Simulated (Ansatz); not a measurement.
The start is a generated cell, VPt2 built in the AFLOW prototype A2B_tP6_136_f_a (C4, as in TiO2). A full variable-cell relaxation at zero pressure is run with PBE (plane waves to 420 eV, PAW, scalar-relativistic; Ansatz, a first-principles code). The first steps use a coarse 7×7×10 k-mesh.

Input geometry:
```yaml
crystal:
  lattice:
    - [5.12484, 0.00000, 0.00000]
    - [0.00000, 5.12484, 0.00000]
    - [0.00000, 0.00000, 3.30043]
  atoms:
    - { symbol: V, position: [0.00000, 0.00000, 0.00000] }
    - { symbol: V, position: [0.50000, 0.50000, 0.50000] }
    - { symbol: Pt, position: [0.30496, 0.30496, 0.00000] }
    - { symbol: Pt, position: [0.80496, 0.19504, 0.50000] }
    - { symbol: Pt, position: [0.19504, 0.80496, 0.50000] }
    - { symbol: Pt, position: [0.69504, 0.69504, 0.00000] }
```
Spin-polarised start, with parallel moments on V.

Problem. What pressure does the first self-consistent step give?

Solution. +83.2 GPa (positive: the cell is compressed).

Problem. Which atoms feel the largest initial force, and how large is it?

Solution. 2.46 eV/Å, on Pt3, Pt4, Pt5, Pt6 (atoms numbered as listed).

Problem. By how much does the energy per atom fall from start to end?

Solution. 1.04 eV/atom.

Problem. How does the volume change?

Solution. +35.6 %, from 14.45 to 19.59 Å³/atom.

Problem. How do the shortest distances between atoms change?

Solution. The closest pairs of elements (up to four, under 3.6 Å), start → end: Pt–V 2.17 → 2.42 Å; Pt–Pt 2.83 → 2.90 Å; V–V 3.30 → 3.94 Å.

Problem. What magnetic moments remain?

Solution. Net 0.07 μB/atom, ferromagnetic.

Problem. What does it relax into? Give the structure.

Solution. 
```cif
data_Pt4V2
_chemical_formula_sum 'V2 Pt4'
_space_group_name_H-M_alt 'P42/mnm'
_space_group_IT_number 136
_space_group_name_Hall '-P 4n 2n'
_cell_length_a 5.46341
_cell_length_b 5.46341
_cell_length_c 3.93702
_cell_angle_alpha 90.000
_cell_angle_beta 90.000
_cell_angle_gamma 90.000
loop_
_atom_site_label
_atom_site_type_symbol
_atom_site_symmetry_multiplicity
_atom_site_Wyckoff_symbol
_atom_site_fract_x
_atom_site_fract_y
_atom_site_fract_z
_atom_site_occupancy
V1 V 2 a 0.00000 0.00000 0.00000 1
Pt1 Pt 4 g 0.18736 0.18736 0.50000 1
```

The space group stays P4₂/mnm (No. 136) (the run could not lower it); the end is rutile type, with 6 atoms in the primitive magnetic cell. Final values are on a 9×9×12 k-mesh of the relaxed cell. Spin state reached: ferromagnetic (net 0.07 μB/atom), from parallel starting moments; other spin orders were not run from this start.

The run could not lose the symmetry of its start: the end is stationary, and may be a saddle point rather than a minimum.

The relaxed structure here is a generated cell of VPt2: the first start was made by placing the elements on the sites of a structure type, and the end was not matched to a known phase here, so it may be hypothetical.
